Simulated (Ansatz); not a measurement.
This GaCo structure is the end of a relaxation. It was relaxed at this level from a cell as deposited in COD.

Computed with Ansatz 0.2.0, DFT PBE, scalar-relativistic, plane waves, PAW. Cutoff 420 eV, Γ-centred mesh, Gaussian smearing, collinear spin.

```cif
data_structure
_symmetry_space_group_name_H-M 'P 1'
_symmetry_Int_Tables_number 1
_cell_length_a 2.8816
_cell_length_b 2.8816
_cell_length_c 2.8816
_cell_angle_alpha 90.000
_cell_angle_beta 90.000
_cell_angle_gamma 90.000
_cell_volume 23.93
loop_
_atom_site_label
_atom_site_type_symbol
_atom_site_fract_x
_atom_site_fract_y
_atom_site_fract_z
_atom_site_occupancy
Ga1 Ga 0.50000 0.50000 0.50000 1
Co1 Co 0.00000 0.00000 0.00000 1
```

The zero of energy is the elements' standard structures at the same level; no fitted shifts are applied.

(1) Find its symmetry and describe it.

(2) What is its formation energy per atom?

(3) Is it a metal?

(4) Which magnetic moments does it keep?

## Answers

(1) Pm-3m (No. 221), the caesium chloride type. Conventional cell: a = 2.882 Å. Around Ga lie 8 Co at 2.50 Å and 6 Ga at 2.88 Å; around Co lie 8 Ga at 2.50 Å and 6 Co at 2.88 Å.

(2) −0.25 eV/atom. A negative formation energy is needed for stability but isn't enough: competing phases decide.

(3) Yes, bands cross the Fermi level on the 20×20×20 mesh.

(4) 0.03 μB per atom net, the space between the atoms included; by site: all under 0.1 μB.

The last run used collinear spin, a 20×20×20 mesh for its 2-atom cell and Gaussian smearing of 0.10 eV. The magnetic state reached may not be the lowest. A structure relaxed within its symmetry needn't be a true minimum.
